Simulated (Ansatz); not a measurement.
## ZrHg: hydrostatic pressure series

All numbers below come from Ansatz, DFT PBEsol, scalar-relativistic, plane waves, PAW. Run with 420 eV cutoff, 14×14×10 k-mesh, Gaussian smearing of 0.10 eV, no spin polarisation.

Starting point, cell and atoms relaxed:

```xyz
2
Lattice="3.1027 0.0000 0.0000 0.0000 3.1027 0.0000 0.0000 0.0000 4.2530" Properties=species:S:1:pos:R:3 pbc="T T T"
Zr    1.5514    1.5514    2.1265
Hg    0.0000    0.0000    0.0000
```

Cell and atoms are relaxed at each pressure within the symmetry of the start, at zero temperature, so transitions that lower the symmetry aren't seen. The k-mesh given is that at zero pressure and may differ at others. a, b and c are the lengths of the cell vectors above.

Spin–orbit coupling is left out, which can shift energies with elements as heavy as these.

```csv
P (GPa),V (Å³/atom),V/V0,a (Å),b (Å),c (Å)
-2,20.84,1.018,3.125,3.125,4.269
0,20.47,1.000,3.103,3.103,4.253
2,20.13,0.983,3.083,3.083,4.236
5,19.67,0.961,3.054,3.054,4.220
10,19.02,0.929,3.012,3.012,4.192
20,17.98,0.878,2.946,2.946,4.145
40,16.54,0.808,2.852,2.852,4.068
```

(1) What bulk modulus and pressure derivative fit these points?

(2) Which cell vector or vectors give way most up to 40 GPa?

## Answers

(1) A third-order Birch–Murnaghan fit gives B0 = 115 GPa and B0' = 4.6.

(2) a and b: the changes are a -8.1 %, b -8.1 %, c -4.4 %.